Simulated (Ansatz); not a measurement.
## Quadrupolar parameters in SnO under strain

The cell is a measured structure from the Crystallography Open Database (COD), relaxed with PBE at fixed cell and then changed (z compressed by 1 %, ions relaxed).

```
Sn O
1.0
     3.79860    0.00000    0.00000
     0.00000    3.79860    0.00000
     0.00000    0.00000    4.79239
Sn O
2 2
Direct
  0.50000 0.00000 0.24437
  0.00000 0.50000 0.75563
  0.00000 0.00000 0.00000
  0.50000 0.50000 0.00000
```

Sites (sets of like atoms) are named by element and the number of their first atom in this list.

The numbers come from a DFT calculation in Ansatz (PBE, plane waves and PAW, scalar-relativistic, 420 eV cutoff, Γ-centred 12×12×10 k-points, Fermi–Dirac smearing 0.05 eV).

C_Q = eQV_zz/h, which is 24.18 MHz for Q = 1 b and V_zz = 10²¹ V/m²; η = (V_xx − V_yy)/V_zz.

¹⁷O: I = 5/2, Q = -25.58 mb. Quadrupole moments are those of Pyykkö's year-2017 table.

```
site  atoms (order as listed)     first shell  V_xx, V_yy, V_zz (10²¹ V/m²)     η  C_Q (MHz)
  Sn                     1, 2   4 O at 2.23 Å            8.80, 8.80, -17.59  0.00          –
   O                     3, 4  4 Sn at 2.23 Å            -0.32, -0.32, 0.64  0.00     -0.395
```

An axis of threefold or higher order runs through Sn and O, so V_zz lies along it and η is zero.

Sn has no stable isotope with a ground-state quadrupole moment in the table, so no C_Q is given.

The run finds no gap above 0.1 eV (a metal, or nearly one), so the gradients can move by 10 % or more with the k-mesh. Without spin–orbit coupling (the program notes it for Sn) the gradients can shift somewhat, as the gap is small. Semilocal functionals make gaps too small and can close them, so the real compound need not be a metal.

The relaxation (4 steps) took 28 s of wall time (28 s of CPU time) and 0.6 GiB at its peak, on 1 thread of Intel Xeon 6975P-C (Granite Rapids) (x86_64; 16 cores open to the job, memory cap 3.0 GiB, no GPU), a shared host with a load of 0.6 a core.
